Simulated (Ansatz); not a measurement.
A trial cell of InGa2N3, before relaxation:

```cif
data_structure
_symmetry_space_group_name_H-M 'P-3m1'
_symmetry_Int_Tables_number 164
_cell_length_a 3.4288
_cell_length_b 3.4288
_cell_length_c 8.3930
_cell_angle_alpha 90.000
_cell_angle_beta 90.000
_cell_angle_gamma 120.000
_cell_volume 85.46
loop_
_atom_site_label
_atom_site_type_symbol
_atom_site_symmetry_multiplicity
_atom_site_Wyckoff_symbol
_atom_site_fract_x
_atom_site_fract_y
_atom_site_fract_z
_atom_site_occupancy
In1 In 1 a 0.00000 0.00000 0.00000 1
Ga1 Ga 2 d 0.33333 0.66667 0.65599 1
N1 N 2 d 0.33333 0.66667 0.16590 1
N2 N 1 b 0.00000 0.00000 0.50000 1
```

All numbers below come from DFT PBE, scalar-relativistic, plane waves, PAW (Ansatz). Cutoff 420 eV, Gaussian smearing, Γ-centred meshes. Cell and atoms relax first on a coarse mesh and then on a converged one. In between, the cell is made exact in the group found at 0.06 Å. The steps can't lower the symmetry of their start. No spin polarisation in the relaxation; trial moments died out in a coarse test.

A guess keeps its type if space group and coordination stay and the shape of the cell changes little (axis ratios within about 15 %, angles within 6°); the volume may change.

Problem. Does this structure survive the relaxation?

Solution. It keeps its type. The symmetry stays P-3m1 (No. 164). The volume per atom shrinks by 24.1 %, from 14.2 to 10.8 Å³. The shortest distance goes from 2.37 Å (Ga–N) to 2.16 Å (Ga–N). The ratio c/a of the conventional cell changes by a factor of 1.01. Counting neighbours within 15 % of an atom's shortest distance, the start has Ga 6, In 6, N 6 and the end Ga 6, In 6, N 6.

Formation energies are uncorrected and refer to the elements' standard structures at the same level (N₂ as a molecule).

Problem. At what energy does it end?

Solution. +0.189 eV/atom. A positive value: parting into the elements would lower its energy.

The last run used a 12×12×6 mesh (in the run's order of axes) for its 6-atom cell and Gaussian smearing of 0.02 eV. A structure relaxed within its symmetry needn't be a true minimum.
